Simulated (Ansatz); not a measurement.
Ta:
```
CELL_PARAMETERS angstrom
     -1.64070     1.64070     1.64070
      1.64070    -1.64070     1.64070
      1.64070     1.64070    -1.64070
ATOMIC_POSITIONS crystal
  Ta 0.00000 0.00000 0.00000
```

Relaxed with plane-wave PAW PBEsol (Ansatz code). Indices refer to the conventional cell of Im-3m, a = b = c = 3.281 Å, α = β = γ = 90.00°.

Simulate the powder diffraction pattern (Ag Kα, λ = 0.560885 Å; lines above 1 %) up to 2θ = 30°.

Simulated powder pattern, Ag Kα, λ = 0.560885 Å (kinematic, ideal powder, no thermal factors, no anomalous dispersion; the 30 strongest lines at most, above 1 %, up to 2θ = 30°):

```tsv
2θ (°)	d (Å)	I/Imax (%)	hkl
13.88	2.320	100	(110)
19.68	1.641	20	(200)
24.17	1.340	44	(211)
27.98	1.160	14	(220)
```

The PBEsol relaxation kept the symmetry of its start. No spin polarisation was allowed. Scalar-relativistic: spin–orbit coupling is off unless named, which matters more the heavier the elements.

Potentials: the later of the program's two PAW sets.
